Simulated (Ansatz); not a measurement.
AsSe: computed property card

AsSe:
```
CELL_PARAMETERS angstrom
      6.49555     0.00000     0.00000
      0.00000    13.42251     0.00000
     -3.77974     0.00000     8.71077
ATOMIC_POSITIONS crystal
  As 0.34576 0.02173 0.10040
  As 0.65424 0.97827 0.89960
  As 0.65424 0.52173 0.39960
  As 0.34576 0.47827 0.60040
  As 0.56828 0.86248 0.43946
  As 0.43172 0.13752 0.56054
  As 0.43172 0.36248 0.06054
  As 0.56828 0.63752 0.93946
  As 0.14228 0.86561 0.33103
  As 0.85772 0.13439 0.66897
  As 0.85772 0.36561 0.16897
  As 0.14228 0.63439 0.83103
  As 0.33741 0.83749 0.02699
  As 0.66259 0.16251 0.97301
  As 0.66259 0.33749 0.47301
  As 0.33741 0.66251 0.52699
  Se 0.65648 0.01717 0.35024
  Se 0.34352 0.98283 0.64976
  Se 0.34352 0.51717 0.14976
  Se 0.65648 0.48283 0.85024
  Se 0.06969 0.02658 0.20927
  Se 0.93031 0.97342 0.79073
  Se 0.93031 0.52658 0.29073
  Se 0.06969 0.47342 0.70927
  Se 0.62946 0.76611 0.24578
  Se 0.37054 0.23389 0.75422
  Se 0.37054 0.26611 0.25422
  Se 0.62946 0.73389 0.74578
  Se 0.04492 0.77513 0.09519
  Se 0.95508 0.22487 0.90481
  Se 0.95508 0.27513 0.40481
  Se 0.04492 0.72487 0.59519
```

Space group P2_1/c (No. 14); conventional cell a = 6.496 Å, b = 13.423 Å, c = 9.495 Å, α = γ = 90.00°, β = 113.46°.

Method: DFT-LDA in the program Ansatz with PAW potentials. The cell and atoms are relaxed at this level. Other levels are named where they apply.

**Cell and energy**

| Property | Result |
|---|---|
| Volume per atom | 23.73 Å³ |
| Density | 5.38 g/cm³ |
| Formation energy from the elements (no fitted shifts) | -0.038 eV/atom |

**Electronic structure**

| Quantity | Result |
|---|---|
| Band gap | 0.60 eV (indirect) |
| Valence-band maximum | off the standard path, at k = (-0.073, 0.000, 0.010) in fractions of the reciprocal vectors |
| Conduction-band minimum | off the standard path, at k = (-0.484, 0.000, -0.120) in fractions of the reciprocal vectors |
| Smallest direct gap on the standard path | 1.01 eV |
| Electron effective mass | 0.25, 0.53, 1.3 mₑ (principal values) |
| Hole effective mass | 0.37, 0.67, 1.3 mₑ (principal values) |

**Mechanics**

| Property | Result |
|---|---|
| Bulk modulus (Birch–Murnaghan fit) | 21.3 GPa |
| Pressure derivative B′ | 8.8 |

The workflow started from a Materials Project entry (that database holds measured and hypothetical structures alike); the Crystallography Open Database files this formula in space group No. 14, but the cells were not matched. Whether it is the stable phase at ambient conditions was not checked. The LDA relaxation kept the symmetry of its start; whether a distortion lowers the energy is not shown. A crystal of weakly bound molecules computed without a dispersion correction: the cell and the soft elastic constants depend strongly on that. The references are the lowest solids computed at this level, not always the standard phases. Spin–orbit coupling is left out wherever it is not named.

Potentials: the later of the program's two PAW sets.
